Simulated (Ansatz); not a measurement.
**Structure relaxation, Ti**

The start is a relaxed Ti cell, doubled along one cell vector, shaken by Gaussian noise of σ = 0.08 Å a coordinate. Cell shape, volume and atoms are optimised at zero target pressure with r2SCAN (plane waves to 500 eV, PAW, scalar-relativistic; Ansatz, a program for electronic structure). The first steps use a coarse 14×7×14 k-mesh.

Initial structure:
```
CELL_PARAMETERS angstrom
     -1.62655     1.62655     1.62655
      3.25310    -3.25310     3.25310
      1.62655     1.62655    -1.62655
ATOMIC_POSITIONS crystal
  Ti 0.00335 0.98659 0.95156
  Ti 0.01148 0.51509 0.05965
```

Problem. Which atoms feel the largest initial force, and how large is it?

Solution. 0.48 eV/Å, on Ti1, Ti2 (atoms numbered as listed).

Problem. How does the volume change?

Solution. +0.6 %, from 17.21 to 17.31 Å³/atom.

Problem. Does it find its way back to the structure it was made from?

Solution. It does not go back: it reaches P6₃/mmc (No. 194), hcp (Mg type), 0.14 eV/atom below the parent.

Problem. How do the shortest distances between atoms change?

Solution. The closest pairs of elements (up to four, under 3.6 Å), start → end: Ti–Ti 2.66 → 2.87 Å.

Problem. What band gap does the relaxed structure have at this level?

Solution. No gap (metallic).

Problem. What does it relax into? Give the structure.

Solution. 
```cif
data_Ti2
_chemical_formula_sum 'Ti2'
_space_group_name_H-M_alt 'P63/mmc'
_space_group_IT_number 194
_space_group_name_Hall '-P 6c 2c'
_cell_length_a 2.93630
_cell_length_b 2.93630
_cell_length_c 4.63695
_cell_angle_alpha 90.000
_cell_angle_beta 90.000
_cell_angle_gamma 120.000
loop_
_atom_site_label
_atom_site_type_symbol
_atom_site_symmetry_multiplicity
_atom_site_Wyckoff_symbol
_atom_site_fract_x
_atom_site_fract_y
_atom_site_fract_z
_atom_site_occupancy
Ti1 Ti 2 c 0.33333 0.66667 0.25000 1
```

Final values are on a 18×18×10 k-mesh of the relaxed cell. No spin polarisation in the result.

The run could not lose the symmetry of its start.
